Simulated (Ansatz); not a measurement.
Relaxed-ion elastic tensor of MgZn$_{2}$ in space group P6_3/mmc (No. 194; Mg on 4f, Zn on 2a, Zn on 6h) in GPa (Voigt order), the program Ansatz at the r²SCAN level (PAW); density 5.36 g/cm³, 16.01 Å³ per atom.

```tsv
	1	2	3	4	5	6
1	128	54.4	39.0	0.0	0.0	0.0
2	54.4	128	39.0	0.0	0.0	0.0
3	39.0	39.0	154	0.0	0.0	0.0
4	0.0	0.0	0.0	37.0	0.0	0.0
5	0.0	0.0	0.0	0.0	37.0	0.0
6	0.0	0.0	0.0	0.0	0.0	36.9
```

Q: Is the crystal mechanically stable?

A: Yes: the smallest eigenvalue of C is 36.9 GPa.

Q: Work out the Voigt, Reuss and Hill averages.

A: K_V = 75.0, K_R = 74.9, K_H = 75.0; G_V = 40.7, G_R = 39.6, G_H = 40.2 GPa.

Q: Give Young's modulus, Poisson's ratio, Pugh's ratio and the universal anisotropy index.

A: E = 9KG/(3K + G) = 102 GPa; ν = 0.27; K/G = 1.87 (ductile by the Pugh limit of 1.75); A_U = 5G_V/G_R + K_V/K_R − 6 = 0.14.

Q: Estimate the sound speeds and the Debye temperature.

A: v_l = √((K + 4G/3)/ρ) = 4900 m/s, v_t = √(G/ρ) = 2740 m/s, mean 3050 m/s; Θ = (h/k)(3n/4πV)^(1/3) v_m = 360 K.

Q: Solve the Christoffel equation for the three sound speeds along x, y, z.

A: Eigenvalues of C_ijkl n_j n_l equal ρv². In km/s, slowest first: x 2.63, 2.63, 4.89; y 2.63, 2.63, 4.89; z 2.63, 2.63, 5.35.

Q: How much does each axis shrink under pressure?

A: Linear compressibilities β_i = Σ_j S_ij (j = 1 to 3): x 4.6, y 4.6, z 4.2 per TPa.

The workflow started from a Materials Project entry (that database holds measured and hypothetical structures alike); the Crystallography Open Database copy checked does not list it. Whether it is the stable phase at ambient conditions was not checked. The cell was relaxed with r²SCAN under the symmetry of its start; whether a distortion lowers the energy is not shown. As this level gives no gap, shear constants depend on the k-mesh and smearing (Fermi–Dirac, 0.1 eV here). On the denser mesh and wider smearing of the elastic run this cell carries a stress of 0.7 GPa.

Potentials: the later of the program's two PAW sets.
